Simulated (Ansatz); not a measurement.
LiH built on the rocksalt prototype, relaxed with r2SCAN, was run in the PAW code Ansatz under altered settings. All numbers are computed, without spin polarisation but where a row says otherwise.

```
Li H
1.0
     0.00000    2.00299    2.00299
     2.00299    0.00000    2.00299
     2.00299    2.00299    0.00000
Li H
1 1
Direct
  0.00000 0.00000 0.00000
  0.50000 0.50000 0.50000
```

The base run's other keys:
```yaml
kpoints:
  mp_grid: { grid: [6, 6, 6] }
hamiltonian:
  xc: hse06
scf:
  occupations: { method: fixed }
  n_extra_bands: 4
```

It takes 10 iterations with 331 plane waves at 420 eV and 16 k points, and leaves a mean stress of -0.48 GPa. The gap over this mesh is 3.972 eV.

Outcomes, with energy and stress as changes against the base:
```
                                 setting    outcome  ΔF (meV/atom)  Δ mean stress (GPa)  gap on the mesh (eV)  iterations
                   hamiltonian.xc: wpbeh  converged              –                 +0.4                 4.043          10
  PBE hybrid, exx coeff 0.75, unscreened  converged              –                 -0.8                 8.267          14
PBE hybrid, exx coeff 0.2, omega 0.5 1/Å  converged              –                 +0.2                 3.381           9
               scf.occupations: cold 0.5  converged            0.0                  0.0                 3.973          10
```
A dash marks a value that wasn't obtained or can't be compared. Stress is positive in compression.

- hamiltonian.xc: wpbeh. The mean stress moves by +0.4 GPa and the gap on the mesh by +0.071 eV (to 4.043). It's another functional on the same cell, so totals aren't comparable.
- PBE hybrid, exx coeff 0.75, unscreened. That is 75 % exact exchange, at all ranges, against HSE06's 25 % screened at 0.208 1/Å. The mean stress moves by -0.8 GPa and the gap on the mesh by +4.294 eV (to 8.267). Totals of different functionals aren't comparable.
- PBE hybrid, exx coeff 0.2, omega 0.5 1/Å. That is 20 % exact exchange, screened with ω = 0.5 1/Å, against HSE06's 25 % screened at 0.208 1/Å. The mean stress moves by +0.2 GPa and the gap on the mesh by -0.592 eV (to 3.381). Totals of different functionals aren't comparable.

Within 1 meV an atom, 0.1 GPa and 0.005 eV of the base stay: scf.occupations: cold 0.5.

The program warns that its thresholds are loose for a hybrid's stress.

The meshes of the hybrids are coarse, so their gaps aren't converged to the digits shown.
